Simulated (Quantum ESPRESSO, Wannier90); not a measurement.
# Wannier functions of Sn (diamond)

Structure: Materials Project mp-117, symmetrised, not relaxed again. COD (Crystallography Open Database) has the formula in 5 space groups, this one among them (matched by group alone). Computed values, not measurements, from PBEsol: Quantum ESPRESSO (norm-conserving PseudoDojo potentials, cutoff 58 Ry, spinors with spin-orbit coupling) on a Γ-centred 6×6×6 mesh, then Wannier90. Density: 12×12×12 mesh, cold smearing 0.01 Ry.

On the energy scale of pw.x, whose zero is arbitrary, the Fermi level lies at 7.46 eV.

Input w.win:

```
num_bands = 12
num_wann = 12
exclude_bands = 1-8,21-50
spinors = true
num_iter = 800
conv_tol = 1.0e-6
conv_window = 4
write_hr = true
write_u_matrices = true
auto_projections = true
begin unit_cell_cart
ang
    0.0000000000    3.2849850000    3.2849850000
    3.2849850000    0.0000000000    3.2849850000
    3.2849850000    3.2849850000    0.0000000000
end unit_cell_cart
begin atoms_frac
Sn   0.5000000000  0.5000000000  0.5000000000
Sn  -0.2500000000 -0.2500000000 -0.2500000000
end atoms_frac
mp_grid = 6 6 6
begin kpoints
0.0000000000 0.0000000000 0.0000000000
0.0000000000 0.0000000000 0.1666666667
0.0000000000 0.0000000000 0.3333333333
... (213 more lines: the 6x6x6 mesh through Gamma)
end kpoints
```

Input of pw2wannier90.x that gives the overlap and projection files (equivalent; here they were cut from one run over all bands):

```
&inputpp
  outdir = './out'
  prefix = 'pwscf'
  seedname = 'w'
  write_amn = .true.
  write_mmn = .true.
  scdm_proj = .true.
  scdm_entanglement = 'isolated'
/
```

Output w.wout (banner and timings cut):

```
                                    ------
                                    SYSTEM
                                    ------

                              Lattice Vectors (Ang)
                    a_1     0.000000   3.284985   3.284985
                    a_2     3.284985   0.000000   3.284985
                    a_3     3.284985   3.284985   0.000000

                   Unit Cell Volume:      70.89738  (Ang^3)

                        Reciprocal-Space Vectors (Ang^-1)
                    b_1    -0.956349   0.956349   0.956349
                    b_2     0.956349  -0.956349   0.956349
                    b_3     0.956349   0.956349  -0.956349

 *----------------------------------------------------------------------------*
 |   Site       Fractional Coordinate          Cartesian Coordinate (Ang)     |
 +----------------------------------------------------------------------------+
 | sn   1   0.50000   0.50000   0.50000   |    3.28498   3.28498   3.28498    |
 | sn   2  -0.25000  -0.25000  -0.25000   |   -1.64249  -1.64249  -1.64249    |
 *----------------------------------------------------------------------------*
                                ------------
                                K-POINT GRID
                                ------------

             Grid size =  6 x  6 x  6      Total points =  216

 *---------------------------------- MAIN ------------------------------------*
 |  Number of Wannier Functions               :                12             |
 |  Number of Objective Wannier Functions     :                12             |
 |  Number of input Bloch states              :                12             |
 |  Output verbosity (1=low, 5=high)          :                 1             |
 |  Timing Level (1=low, 5=high)              :                 1             |
 |  Optimisation (0=memory, 3=speed)          :                 3             |
 |  Length Unit                               :               Ang             |
 |  Post-processing setup (write *.nnkp)      :                 F             |
 |  Using Gamma-only branch of algorithms     :                 F             |
 *----------------------------------------------------------------------------*
 *------------------------------- WANNIERISE ---------------------------------*
 |  Total number of iterations                :               800             |
 |  Number of CG steps before reset           :                 5             |
 |  Trial step length for line search         :             2.000             |
 |  Convergence tolerence                     :         0.100E-05             |
 |  Convergence window                        :                 4             |
 |  Iterations between writing output         :                 1             |
 |  Iterations between backing up to disk     :               100             |
 |  Write r^2_nm to file                      :                 F             |
 |  Write xyz WF centres to file              :                 F             |
 |  Write on-site energies <0n|H|0n> to file  :                 F             |
 |  Use guiding centre to control phases      :                 F             |
 |  Use phases for initial projections        :                 F             |
 *----------------------------------------------------------------------------*
 *-------------------------------- PLOTTING ----------------------------------*
 |  Plotting Hamiltonian in WF basis          :                 T             |
 *----------------------------------------------------------------------------*

 *---------------------------------- K-MESH ----------------------------------*
 +----------------------------------------------------------------------------+
 |                    Distance to Nearest-Neighbour Shells                    |
 |                    ------------------------------------                    |
 |          Shell             Distance (Ang^-1)          Multiplicity         |
 |          -----             -----------------          ------------         |
 |             1                   0.276074                      8            |
 |             2                   0.318783                      6            |
 |             3                   0.450827                     12            |
 |             4                   0.528642                     24            |
 |             5                   0.552148                      8            |
 |             6                   0.637566                      6            |
 |             7                   0.694772                     24            |
 |             8                   0.712821                     24            |
       ... (lines left out)
 +----------------------------------------------------------------------------+
 | The b-vectors are chosen automatically                                     |
 | The following shells are used:                       1                     |
 +----------------------------------------------------------------------------+
 |                        Shell   # Nearest-Neighbours                        |
 |                        -----   --------------------                        |
 |                          1               8                                 |
 +----------------------------------------------------------------------------+
 | Completeness relation is fully satisfied [Eq. (B1), PRB 56, 12847 (1997)]  |
 +----------------------------------------------------------------------------+
 |                  b_k Vectors (Ang^-1) and Weights (Ang^2)                  |
 |                  ----------------------------------------                  |
 |            No.         b_k(x)      b_k(y)      b_k(z)        w_b           |
 |            ---        --------------------------------     --------        |
 |             1         0.159392    0.159392   -0.159392     4.920164        |
 |             2         0.159392   -0.159392    0.159392     4.920164        |
 |             3        -0.159392    0.159392    0.159392     4.920164        |
 |             4         0.159392    0.159392    0.159392     4.920164        |
 |             5        -0.159392   -0.159392    0.159392     4.920164        |
 |             6        -0.159392    0.159392   -0.159392     4.920164        |
 |             7         0.159392   -0.159392   -0.159392     4.920164        |
 |             8        -0.159392   -0.159392   -0.159392     4.920164        |
 +----------------------------------------------------------------------------+
 |                           b_k Directions (Ang^-1)                          |
 |                           -----------------------                          |
 |            No.           x           y           z                         |
 |            ---        --------------------------------                     |
 |             1         0.159392    0.159392   -0.159392                     |
 |             2         0.159392   -0.159392    0.159392                     |
 |             3        -0.159392    0.159392    0.159392                     |
 |             4         0.159392    0.159392    0.159392                     |
 +----------------------------------------------------------------------------+

 Starting a new Wannier90 calculation ...

 Reading overlaps from w.mmn

 Reading projections from w.amn

 *------------------------------- WANNIERISE ---------------------------------*
 +--------------------------------------------------------------------+<-- CONV
 | Iter  Delta Spread     RMS Gradient      Spread (Ang^2)            |<-- CONV
 +--------------------------------------------------------------------+<-- CONV

 ------------------------------------------------------------------------------
 Initial State
  WF centre and spread    1  ( -1.671307, -1.644506, -1.608988 )     1.16942881
  WF centre and spread    2  ( -0.004117, -0.026710, -3.313743 )     0.97730618
  WF centre and spread    3  ( -1.651206, -1.632172, -1.617792 )     0.89885674
  WF centre and spread    4  ( -3.302020, -0.062754, -0.123761 )     2.51410279
  WF centre and spread    5  ( -1.643669, -1.655637, -1.633548 )     0.64188744
  WF centre and spread    6  (  0.006925, -0.010207, -3.348726 )     1.27952032
  WF centre and spread    7  ( -1.660887, -1.661984, -1.551726 )     1.73177797
  WF centre and spread    8  ( -3.277088, -0.019801, -0.031157 )     0.85766593
  WF centre and spread    9  ( -1.651265, -1.653136, -1.607014 )     0.92251284
  WF centre and spread   10  (  3.284466, -0.004195, -0.014526 )     0.71373999
  WF centre and spread   11  (  3.203904,  2.960767,  2.460662 )    16.74179362
  WF centre and spread   12  ( -1.940593, -1.791676, -0.748207 )    17.64299282
  Sum of centres and spreads (-10.306857, -7.202011,-13.138526 )    46.09158545

      0     0.461E+02     0.0000000000       46.0915854025  <-- CONV
        O_D=     28.0019002 O_OD=     11.6128694 O_TOT=     46.0915854 <-- SPRD
 ------------------------------------------------------------------------------
      1    -0.613E+01     3.6081351397       39.9621490760  <-- CONV
        O_D=     21.6229055 O_OD=     11.8624277 O_TOT=     39.9621491 <-- SPRD
      2    -0.196E+01     1.5883180976       38.0069719555  <-- CONV
        O_D=     18.3741731 O_OD=     13.1559830 O_TOT=     38.0069720 <-- SPRD
      3    -0.230E+00     1.3418861438       37.7765889067  <-- CONV
        O_D=     14.2906100 O_OD=     17.0091631 O_TOT=     37.7765889 <-- SPRD
      4    -0.235E-01     1.9833085253       37.7530899675  <-- CONV
        O_D=     13.6274507 O_OD=     17.6488234 O_TOT=     37.7530900 <-- SPRD
      5    -0.830E+00     1.8718587247       36.9235720736  <-- CONV
        O_D=     11.5591114 O_OD=     18.8876449 O_TOT=     36.9235721 <-- SPRD
       ... (lines left out)
     91    -0.258E-06     0.0005718604        6.4939532568  <-- CONV
        O_D=      0.0004117 O_OD=      0.0167258 O_TOT=      6.4939533 <-- SPRD
     92    -0.166E-06     0.0003909607        6.4939530911  <-- CONV
        O_D=      0.0004117 O_OD=      0.0167256 O_TOT=      6.4939531 <-- SPRD
     93    -0.107E-06     0.0003100583        6.4939529845  <-- CONV
        O_D=      0.0004116 O_OD=      0.0167255 O_TOT=      6.4939530 <-- SPRD
             <<<     Delta < 1.000E-06  over  4 iterations     >>>
             <<< Wannierisation convergence criteria satisfied >>>
 Final State
  WF centre and spread    1  ( -1.648142, -1.639640, -1.646467 )     0.52593275
  WF centre and spread    2  ( -0.006909, -0.005713, -3.284249 )     0.53851568
  WF centre and spread    3  ( -1.644225, -1.633793, -1.649293 )     0.53720826
  WF centre and spread    4  ( -3.276037,  0.012889,  0.008231 )     0.54869004
  WF centre and spread    5  ( -1.641345, -1.650465, -1.636411 )     0.53871999
  WF centre and spread    6  ( -0.001470,  0.000897, -3.282241 )     0.51271683
  WF centre and spread    7  ( -1.639468, -1.644259, -1.642672 )     0.54452393
  WF centre and spread    8  ( -3.280223, -0.009662, -0.013082 )     0.54632660
  WF centre and spread    9  ( -1.647004, -1.649006, -1.634017 )     0.57907823
  WF centre and spread   10  (  3.278859,  0.003116, -0.002746 )     0.54074607
  WF centre and spread   11  (  3.285832,  3.283465,  3.289119 )     0.55986703
  WF centre and spread   12  ( -1.634719, -1.637792, -1.646092 )     0.52162763
  Sum of centres and spreads ( -9.854852, -6.569963,-13.139920 )     6.49395304

         Spreads (Ang^2)       Omega I      =     6.476815808
        ================       Omega D      =     0.000411645
                               Omega OD     =     0.016725531
    Final Spread (Ang^2)       Omega Total  =     6.493952984
```
